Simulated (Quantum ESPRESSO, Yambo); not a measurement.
## G0W0 results for MgH2

MgH₂ is modelled in the orthorhombic space group Pbcn (No. 60), Pearson symbol oP12. Cell: a = 4.4791 Å, b = 5.3926 Å, c = 4.8955 Å, α = 90.00°, β = 90.00°, γ = 90.00°. H on 8d sees 3 Mg at 1.903–1.992 Å (trigonal planar). Mg on 4c is surrounded by 6 H at 1.903–1.992 Å. (Neighbours: up to the widest gap in distance over summed covalent radii, below 1.35, at either atom; cation-cation contacts left out.)

The geometry is that of Materials Project entry mp-23711, symmetrised and not relaxed again.

Starting point: norm-conserving PBEsol (Quantum ESPRESSO, 84 Ry, no spin-orbit coupling). G0W0 in Yambo: 4×2×2 Γ-centred k mesh, bands 17 to 173 and a 7 Ry block in the screening, 173 bands in G with the Bruneval-Gonze terminator, plasmon pole fitted at 27.2 eV.

```json
{
  "PBEsol gap along the band path": "3.41 eV",
  "PBEsol gap between the mesh's edge points (Γ → Γ)": "3.53 eV",
  "G0W0 gap between the same points": "5.53 eV",
  "estimate of the fundamental G0W0 gap (path gap plus the correction; the mesh misses a band edge)": "5.42 eV"
}
```

| k point | band | E PBEsol (eV) | E QP (eV) | shift (eV) | Z |
|---|---|---|---|---|---|
| Γ | VB | 0.00 | -1.26 | -1.26 | 0.78 |
| Γ | CB | 3.53 | 4.27 | 0.74 | 0.82 |
| (0, 0, -0.5) | VB | -0.72 | -1.91 | -1.19 | 0.78 |
| (0, 0, -0.5) | CB | 4.69 | 5.42 | 0.73 | 0.81 |
| (0, -0.5, -0.5) | VB | -0.41 | -1.67 | -1.25 | 0.78 |
| (0, -0.5, -0.5) | CB | 5.82 | 6.72 | 0.91 | 0.81 |
| (-0.5, 0, 0) | VB | -1.14 | -2.40 | -1.26 | 0.78 |
| (-0.5, 0, 0) | CB | 3.69 | 4.51 | 0.82 | 0.82 |
| (-0.5, 0, -0.5) | VB | -1.16 | -2.46 | -1.30 | 0.77 |
| (-0.5, 0, -0.5) | CB | 4.07 | 4.87 | 0.80 | 0.82 |
| (-0.5, -0.5, 0) | VB | -0.67 | -1.97 | -1.30 | 0.78 |
| (-0.5, -0.5, 0) | CB | 4.78 | 5.62 | 0.84 | 0.81 |
| (-0.5, -0.5, -0.5) | VB | -2.47 | -3.76 | -1.29 | 0.77 |
| (-0.5, -0.5, -0.5) | CB | 6.87 | 7.67 | 0.80 | 0.80 |

Energies count from the PBEsol valence-band maximum.

Nearest settings tried, and what they do to the gap: 113 bands in W, 113 bands in G: -28 meV; 6 Ry block (201 vectors against 261): -49 meV; 2×2×2 mesh: -20 meV. So the settings aren't converged at that level.

The structure is a Materials Project entry; no match was found in the copy of COD used, and its stability was not checked.
